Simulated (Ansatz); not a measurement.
A geometry of AlNi away from equilibrium: step 2 of the relaxation of a relaxed AlNi cell, doubled along one cell vector, shaken by Gaussian noise of σ = 0.08 Å a coordinate. Method: PBE (plane waves to 420 eV, PAW, scalar-relativistic; Ansatz, a program for electronic structure). Γ-centred k-mesh 14×14×7 on the run's cell (coarser than for final values), Fermi–Dirac smearing 0.05 eV.

```xyz
4
Lattice="1.3543 0.7736 3.8879 -1.3700 0.7730 3.8935 -0.0167 -3.1686 7.7965" Properties=species:S:1:pos:R:3:forces:R:3 pbc="T T T" free_energy=-12755.999 pressure_GPa=2.4
Al     0.0748    -0.0163    -0.0451   -0.4651    0.3643    0.2168
Al    -0.0484    -1.5453     3.8586    0.2949   -0.4468    0.1008
Ni    -0.0476    -0.0566     5.7434    0.2278    0.3060    0.4575
Ni     0.0172    -1.5675     9.8076   -0.0575   -0.2236   -0.7751
```

Positions in Å, forces in eV/Å, free energy of the cell in eV (comparable only within this code, potentials and settings). Largest force: 0.81 eV/Å, on Ni4 (atoms numbered as listed); the geometry lies 0.03 eV/atom above the end of its relaxation.

No spin polarisation in the result. A magnetic state may lie lower.

The end of the path is a generated cell of AlNi: the first start was made by placing the elements on the sites of a structure type, and the end was not matched to a known phase here, so it may be hypothetical. Known forms of AlNi include space group No. 221.
